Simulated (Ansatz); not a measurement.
Tl3VSe4:
```
CELL_PARAMETERS angstrom
     -3.83018     3.83018     3.83018
      3.83018    -3.83018     3.83018
      3.83018     3.83018    -3.83018
ATOMIC_POSITIONS crystal
  V  0.00000 0.00000 0.00000
  Tl 0.50000 0.50000 0.00000
  Tl 0.00000 0.50000 0.50000
  Tl 0.50000 0.00000 0.50000
  Se 0.65709 0.65709 0.65709
  Se 0.34291 0.00000 0.00000
  Se 0.00000 0.00000 0.34291
  Se 0.00000 0.34291 0.00000
```

Tensor components refer to the Cartesian frame of this cell.

**Question.** Give the high-frequency dielectric tensor and the Born effective charge tensors of the independent atoms from DFPT, PBEsol (plane waves, PAW; program Ansatz).

**Answer.** 
ε∞:
```
10.1  0.00  0.00
0.00  10.1  0.00
0.00  0.00  10.1
```
Z* of atom 1 (V), rows: field, columns: displacement, in e:
```
0.79  0.00  0.00
0.00  0.79  0.00
0.00  0.00  0.79
```
Z* of atom 2 (Tl), rows: field, columns: displacement, in e:
```
1.37  0.00  0.00
0.00  1.37  0.00
0.00  0.00  4.16
```
Z* of atom 5 (Se), rows: field, columns: displacement, in e:
```
-1.92  -0.72  -0.72
-0.72  -1.92  -0.72
-0.72  -0.72  -1.92
```

Space group I-43m. The first step of the workflow began from a Materials Project structure, measured or hypothetical; the Crystallography Open Database copy checked does not list it. Whether it is the stable phase at ambient conditions was not checked. Symmetry was held in the PBEsol relaxation; its stability against distortions is not shown here. No spin polarisation was allowed. Scalar-relativistic: spin–orbit coupling is off unless named, which matters more the heavier the elements.

Potentials: the later of the program's two PAW sets.
